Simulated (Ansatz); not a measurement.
## Ansatz run, Mo3As

Input file of Ansatz 0.2.0:

```yaml
crystal:
  lattice:
    - [5.014146, 0.0, 0.0]
    - [0.0, 5.014146, 0.0]
    - [0.0, 0.0, 5.014146]
  atoms:
    - { symbol: As, position: [0.0, 0.0, 0.0] }
    - { symbol: Mo, position: [0.5, 0.0, 0.5] }
    - { symbol: Mo, position: [0.0, 0.5, 0.5] }
    - { symbol: Mo, position: [0.5, 0.5, 0.0] }
  symmetry: { tolerance: 0.0003 }
kpoints:
  mp_grid: { grid: [6, 6, 6], shift: [0, 0, 0] }
  band_path:
    path:
      - [0.0, 0.0, 0.0]
      - [0.0, 0.5, 0.0]
      - [0.5, 0.5, 0.0]
      - [0.0, 0.0, 0.0]
      - [0.5, 0.5, 0.5]
      - [0.0, 0.5, 0.0]
      - [0.5, 0.5, 0.5]
      - [0.5, 0.5, 0.0]
    npoints: 10
magnetization:
  noncollinear: true
  spin_orbit: true
scf:
  occupations: { method: cold, width: 0.0174 }
  lower_state_search: "off"
  max_iter: 200
hamiltonian:
  pseudopotentials: { kind: paw_fr }
  xc: r2scan
basis:
  ecutwfc: 500
  fft_grid_basis: typed
output:
  forces: true
  stress: true
  eigenvalues: true
  bader: true
  populations: true
  elf: true
  write_potential: true
  volumetric_format: npy
  dos:
    e_range: [-12, 8]
    de: 0.05
    projected: { site_lists: { As: [As], Mo: [Mo] } }
    method: { smearing: { sigma: 0.1, scheme: gaussian } }
  write_density: true
checkpoint:
  read: saved_state
```

Launched with:

```sh
ansatz run input.yaml --threads 2 --pin off --max-ram 5120MiB --backend cpu --events-out ev --progress --plain --runs-dir out
```

The saved state is an earlier solution for the same cell, perhaps on another mesh. The state carries no moments; the state need not be the lowest.

Output (shortened):

```
Pseudopotentials: kind: paw_fr
Pseudopotential: As, paw_fr, valence charge 15, recommended cutoff 500 eV (meta_gga), As.paw.azcp#standard-fr
Pseudopotential: Mo, paw_fr, valence charge 14, recommended cutoff 500 eV (meta_gga), Mo.paw.azcp#standard-fr
Functional definition: r2SCAN
  exchange = r2scan_x(k0 = k0, k1 = k1, a1 = a1)
  correlation = r2scan_c
Crystal: 4 atoms, lattice volume = 126.064 Å³
Basis set: ecut = 500 eV, 3191 PW (Γ), exchange–correlation on 160×160×160 points (64 copies of the dense FFT grid, shifted against one another)
Bands: 70, of which v1, the nominal top of the filled ones, is band 57 counted from 1 (56 counted from 0)
Symmetry: 48 space group operations + 48 with time reversal
Magnetic group: BNS 221.93 (UNI 1595), of the structure as read, at distance tolerance 1.5e-3 Å
k-points: 20 of 216
Initial density: read from a saved state, or passed on in memory by an earlier SCF of this step, an earlier step, the calling program or the single point that the run made first
Functional: x = r2scan, c = r2scan; τ floored in thin density (d = 2e-4 eV/Å³)
SCF iter   1: F=—  Δρ=4.51e-3  dr2=6.92e-3  dr2_τ=1.17e-3  dr2_m=0.00e0 (ungated)  |M|=0.00e0 ∫|m|=0.00e0 μB
SCF iter   2: F=—  S|Δr|=    0.00e0  Δρ=3.59e-3  dr2=4.44e-3  dr2_τ=3.31e-4  dr2_m=0.00e0 (ungated)  |M|=0.00e0 ∫|m|=0.00e0 μB
SCF iter   3: F=—  S|Δr|=    0.00e0  Δρ=8.61e-4  dr2=1.08e-3  dr2_τ=3.63e-5  dr2_m=0.00e0 (ungated)  |M|=0.00e0 ∫|m|=0.00e0 μB
SCF iter   4: F=—  S|Δr|=    0.00e0  Δρ=4.30e-4  dr2=1.10e-4  dr2_τ=3.98e-6  dr2_m=0.00e0 (ungated)  |M|=0.00e0 ∫|m|=0.00e0 μB
SCF iter   5: F=—  S|Δr|=    0.00e0  Δρ=1.43e-4  dr2=1.46e-5  dr2_τ=3.32e-7  dr2_m=0.00e0 (ungated)  |M|=0.00e0 ∫|m|=0.00e0 μB
SCF iter   6: F=—  S|Δr|=    0.00e0  Δρ=5.04e-5  dr2=3.34e-6  dr2_τ=4.54e-8  dr2_m=0.00e0 (ungated)  |M|=0.00e0 ∫|m|=0.00e0 μB
SCF iter   7: F=—  S|Δr|=    0.00e0  Δρ=1.48e-5  dr2=3.37e-7  dr2_τ=3.99e-9  dr2_m=0.00e0 (ungated)  |M|=0.00e0 ∫|m|=0.00e0 μB
SCF iter   8: F=-19733.5158 eV  S|Δr|=    0.00e0  Δρ=5.01e-6  dr2=2.69e-8  dr2_τ=4.09e-10  dr2_m=0.00e0 (ungated)  |M|=0.00e0 ∫|m|=0.00e0 μB
Magnetization: |M| = 0.0000 μB,  M = (+0.0000, +0.0000, +0.0000) μB
Absolute magnetization: 0.0000 μB (∫|m|)
  site 0: m = (+0.0000, +0.0000, +0.0000) μB, |m| = 0.0000 μB  (R = 1.46 Å)
  site 1: m = (+0.0000, +0.0000, +0.0000) μB, |m| = 0.0000 μB  (R = 1.46 Å)
  site 2: m = (+0.0000, +0.0000, +0.0000) μB, |m| = 0.0000 μB  (R = 1.46 Å)
  site 3: m = (+0.0000, +0.0000, +0.0000) μB, |m| = 0.0000 μB  (R = 1.46 Å)
Free energy (F): -19733.5158 eV
Harris-Foulkes:  -19733.5158 eV  (|F-HF|=4.11e-8)
Internal energy: -19733.5159 eV  (E = F + TS)
E sigma→0 (E₀):  -19733.5159 eV
Entropy (-TS):   0.0000 eV (0.020 meV/atom)
Fermi energy:    7.8514 eV
--- Stress (GPa, compression-positive) ---
      -30.5522       0.0000       0.0000
        0.0000     -30.5522       0.0000
        0.0000       0.0000     -30.5522
  P = ⅓ Tr σ = -30.5522 GPa (-305.522 kbar)
--- Löwdin populations: 4 sites ---
  site symbol       q [e]
     0     As     15.4338
     1     Mo     13.7594
     2     Mo     13.7594
     3     Mo     13.7594
  spilling = 0.0051 (of n_electrons = 57.0000)
--- Bader charges: 4 sites ---
  site symbol  charge [e]  shift [e]  m_x [muB]  m_y [muB]  m_z [muB]
     0     As     -0.6552     0.0000     0.0000     0.0000     0.0000
     1     Mo      0.2184     0.0000     0.0000     0.0000     0.0000
     2     Mo      0.2184     0.0000     0.0000     0.0000     0.0000
     3     Mo      0.2184     0.0000     0.0000     0.0000     0.0000
```

Origin: a known structure type with other elements, at an estimated volume, so it need not be a known compound. Caveats: started without moments under time reversal, so no moment could form; atoms or cell far from equilibrium.

Run time, from a saved density: 100 s on 2 threads of Arm Neoverse V2, with other jobs on the host, peak memory 1.4 GiB.
